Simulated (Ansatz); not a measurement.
# AsHS: relaxation (Ansatz)

input.yaml:

```yaml
crystal:
  lattice:
    - [3.494865, 0.0, 0.0]
    - [0.0, 3.494865, 0.0]
    - [0.0, 0.0, 7.348785]
  atoms:
    - { symbol: As, position: [0.0, 0.0, 0.0] }
    - { symbol: As, position: [0.5, 0.5, 0.0] }
    - { symbol: S, position: [0.5, 0.0, 0.6315] }
    - { symbol: S, position: [0.0, 0.5, 0.3685] }
    - { symbol: H, position: [0.5, 0.0, 0.2696] }
    - { symbol: H, position: [0.0, 0.5, 0.7304] }
  symmetry: { tolerance: 0.0003 }
kpoints:
  mp_grid: { grid: [9, 9, 4], shift: [0, 0, 0] }
magnetization:
  spin_polarized: false
scf:
  occupations: { method: fermi_dirac, width: 0.0558 }
  lower_state_search: "off"
hamiltonian:
  pseudopotentials: { kind: paw }
  xc: r2scan
basis:
  ecutwfc: 500
  fft_grid_basis: typed
relax:
  max_steps: 40
output:
  forces: true
  stress: true
  eigenvalues: true
  bader: true
  populations: true
  elf: true
  write_potential: true
  volumetric_format: npy
  dos:
    e_range: [-12, 8]
    de: 0.05
    projected: { site_lists: { As: [As], H: [H], S: [S] } }
  write_density: true
checkpoint:
  read: saved_state
```

The command:

```bash
ansatz run input.yaml --threads 2 --pin off --max-ram 2560MiB --backend cpu --events-out ev --progress --plain --runs-dir out
```

Origin of the cell: a known structure type with other elements, at an estimated volume, so it need not be a known compound.

The saved state is a converged single point of the same cell.

Steps:

| step | ΔF (meV/atom) | max force component (eV/Å) | SCF iterations | step was |
| --- | --- | --- | --- | --- |
| 1 | 0.0 | 0.437 | 8 | accepted |
| 2 | -79.7 | 1.309 | 7 | accepted |
| 3 | -166.8 | 0.660 | 6 | accepted |
| 4 | -193.3 | 0.374 | 6 | accepted |
| 5 | -209.4 | 0.316 | 5 | accepted |
| 6 | -262.5 | 1.074 | 6 | accepted |
| 7 | -391.6 | 2.218 | 6 | accepted |
| 8 | -617.1 | 2.752 | 6 | accepted |
| 9 | -761.8 | 1.303 | 6 | accepted |
| 10 | -790.2 | 0.504 | 6 | accepted |
| 11 | -794.0 | 0.890 | 6 | accepted |
| 12 | -800.4 | 0.128 | 6 | accepted |
| 13 | -800.5 | 0.001 | 4 | accepted |
| 14 | -800.5 | 0.001 | 2 | accepted |

Step 1, with forces in eV/Å:

```xyz
6
Lattice="3.495 0.000 0.000 0.000 3.495 0.000 0.000 0.000 7.349" Properties=species:S:1:pos:R:3:forces:R:3 pbc="T T T" step=1
As    0.000    0.000    0.000    0.000    0.000    0.000
As    1.747    1.747    0.000    0.000    0.000    0.000
S     1.747    0.000    4.641    0.000    0.000    0.437
S     0.000    1.747    2.708    0.000    0.000   -0.437
H     1.747    0.000    1.981    0.000    0.000    0.206
H     0.000    1.747    5.368    0.000    0.000   -0.206
```

Step 2, with forces in eV/Å:

```xyz
6
Lattice="3.495 0.000 0.000 0.000 3.495 0.000 0.000 0.000 7.349" Properties=species:S:1:pos:R:3:forces:R:3 pbc="T T T" step=2
As    0.000    0.000    0.000    0.000    0.000    0.000
As    1.747    1.747    0.000    0.000    0.000    0.000
S     1.747    0.000    4.806    0.000    0.000    1.309
S     0.000    1.747    2.542    0.000    0.000   -1.309
H     1.747    0.000    2.152    0.000    0.000    0.561
H     0.000    1.747    5.196    0.000    0.000   -0.561
```

Step 3, with forces in eV/Å:

```xyz
6
Lattice="3.495 0.000 0.000 0.000 3.495 0.000 0.000 0.000 7.349" Properties=species:S:1:pos:R:3:forces:R:3 pbc="T T T" step=3
As    0.000    0.000    0.000    0.000    0.000    0.000
As    1.747    1.747    0.000    0.000    0.000    0.000
S     1.747    0.000    5.001    0.000    0.000    0.660
S     0.000    1.747    2.347    0.000    0.000   -0.660
H     1.747    0.000    2.250    0.000    0.000    0.433
H     0.000    1.747    5.099    0.000    0.000   -0.433
```

Step 4, with forces in eV/Å:

```xyz
6
Lattice="3.495 0.000 0.000 0.000 3.495 0.000 0.000 0.000 7.349" Properties=species:S:1:pos:R:3:forces:R:3 pbc="T T T" step=4
As    0.000    0.000    0.000    0.000    0.000    0.000
As    1.747    1.747    0.000    0.000    0.000    0.000
S     1.747    0.000    5.128    0.000    0.000   -0.374
S     0.000    1.747    2.221    0.000    0.000    0.374
H     1.747    0.000    2.445    0.000    0.000    0.167
H     0.000    1.747    4.903    0.000    0.000   -0.167
```

Step 5, with forces in eV/Å:

```xyz
6
Lattice="3.495 0.000 0.000 0.000 3.495 0.000 0.000 0.000 7.349" Properties=species:S:1:pos:R:3:forces:R:3 pbc="T T T" step=5
As    0.000    0.000    0.000    0.000    0.000    0.000
As    1.747    1.747    0.000    0.000    0.000    0.000
S     1.747    0.000    5.079    0.000    0.000   -0.316
S     0.000    1.747    2.270    0.000    0.000    0.316
H     1.747    0.000    2.610    0.000    0.000    0.281
H     0.000    1.747    4.738    0.000    0.000   -0.281
```

Step 6, with forces in eV/Å:

```xyz
6
Lattice="3.495 0.000 0.000 0.000 3.495 0.000 0.000 0.000 7.349" Properties=species:S:1:pos:R:3:forces:R:3 pbc="T T T" step=6
As    0.000    0.000    0.000    0.000    0.000    0.000
As    1.747    1.747    0.000    0.000    0.000    0.000
S     1.747    0.000    4.991    0.000    0.000   -0.620
S     0.000    1.747    2.358    0.000    0.000    0.620
H     1.747    0.000    2.804    0.000    0.000    1.074
H     0.000    1.747    4.545    0.000    0.000   -1.074
```

Step 7, with forces in eV/Å:

```xyz
6
Lattice="3.495 0.000 0.000 0.000 3.495 0.000 0.000 0.000 7.349" Properties=species:S:1:pos:R:3:forces:R:3 pbc="T T T" step=7
As    0.000    0.000    0.000    0.000    0.000    0.000
As    1.747    1.747    0.000    0.000    0.000    0.000
S     1.747    0.000    4.925    0.000    0.000   -1.449
S     0.000    1.747    2.424    0.000    0.000    1.449
H     1.747    0.000    2.999    0.000    0.000    2.218
H     0.000    1.747    4.350    0.000    0.000   -2.218
```

Step 8, with forces in eV/Å:

```xyz
6
Lattice="3.495 0.000 0.000 0.000 3.495 0.000 0.000 0.000 7.349" Properties=species:S:1:pos:R:3:forces:R:3 pbc="T T T" step=8
As    0.000    0.000    0.000    0.000    0.000    0.000
As    1.747    1.747    0.000    0.000    0.000    0.000
S     1.747    0.000    4.838    0.000    0.000   -1.975
S     0.000    1.747    2.511    0.000    0.000    1.975
H     1.747    0.000    3.198    0.000    0.000    2.752
H     0.000    1.747    4.150    0.000    0.000   -2.752
```

Step 9, with forces in eV/Å:

```xyz
6
Lattice="3.495 0.000 0.000 0.000 3.495 0.000 0.000 0.000 7.349" Properties=species:S:1:pos:R:3:forces:R:3 pbc="T T T" step=9
As    0.000    0.000    0.000    0.000    0.000    0.000
As    1.747    1.747    0.000    0.000    0.000    0.000
S     1.747    0.000    4.700    0.000    0.000    1.303
S     0.000    1.747    2.649    0.000    0.000   -1.303
H     1.747    0.000    3.389    0.000    0.000   -1.065
H     0.000    1.747    3.960    0.000    0.000    1.065
```

Step 10, with forces in eV/Å:

```xyz
6
Lattice="3.495 0.000 0.000 0.000 3.495 0.000 0.000 0.000 7.349" Properties=species:S:1:pos:R:3:forces:R:3 pbc="T T T" step=10
As    0.000    0.000    0.000    0.000    0.000    0.000
As    1.747    1.747    0.000    0.000    0.000    0.000
S     1.747    0.000    4.894    0.000    0.000   -0.135
S     0.000    1.747    2.455    0.000    0.000    0.135
H     1.747    0.000    3.503    0.000    0.000    0.504
H     0.000    1.747    3.846    0.000    0.000   -0.504
```

Step 11, with forces in eV/Å:

```xyz
6
Lattice="3.495 0.000 0.000 0.000 3.495 0.000 0.000 0.000 7.349" Properties=species:S:1:pos:R:3:forces:R:3 pbc="T T T" step=11
As    0.000    0.000    0.000    0.000    0.000    0.000
As    1.747    1.747    0.000    0.000    0.000    0.000
S     1.747    0.000    5.090    0.000    0.000   -0.890
S     0.000    1.747    2.259    0.000    0.000    0.890
H     1.747    0.000    3.685    0.000    0.000    0.604
H     0.000    1.747    3.664    0.000    0.000   -0.604
```

Step 12, with forces in eV/Å:

```xyz
6
Lattice="3.495 0.000 0.000 0.000 3.495 0.000 0.000 0.000 7.349" Properties=species:S:1:pos:R:3:forces:R:3 pbc="T T T" step=12
As    0.000    0.000    0.000    0.000    0.000    0.000
As    1.747    1.747    0.000    0.000    0.000    0.000
S     1.747    0.000    5.019    0.000    0.000    0.128
S     0.000    1.747    2.329    0.000    0.000   -0.128
H     1.747    0.000    3.653    0.000    0.000   -0.124
H     0.000    1.747    3.696    0.000    0.000    0.124
```

Step 14, with forces in eV/Å:

```xyz
6
Lattice="3.495 0.000 0.000 0.000 3.495 0.000 0.000 0.000 7.349" Properties=species:S:1:pos:R:3:forces:R:3 pbc="T T T" step=14
As    0.000    0.000    0.000    0.000    0.000    0.000
As    1.747    1.747    0.000    0.000    0.000    0.000
S     1.747    0.000    5.021    0.000    0.000    0.000
S     0.000    1.747    2.327    0.000    0.000    0.000
H     1.747    0.000    3.649    0.000    0.000   -0.001
H     0.000    1.747    3.699    0.000    0.000    0.001
```

- Free energy lowered by: 800.5 meV/atom
- Final pressure: 10.52 GPa
- Relaxation steps listed: 14

Caveats: the SCF threshold is looser than advised for a stress; the relaxation held the start's symmetry, so the end may be a saddle point.

It ran for 2.7 min on 2 threads of Intel(R) Xeon(R) Platinum 8259CL CPU @ 2.50GHz (Skylake/Cascade Lake), with other jobs on the host, peak memory 0.73 GiB, from a saved density.
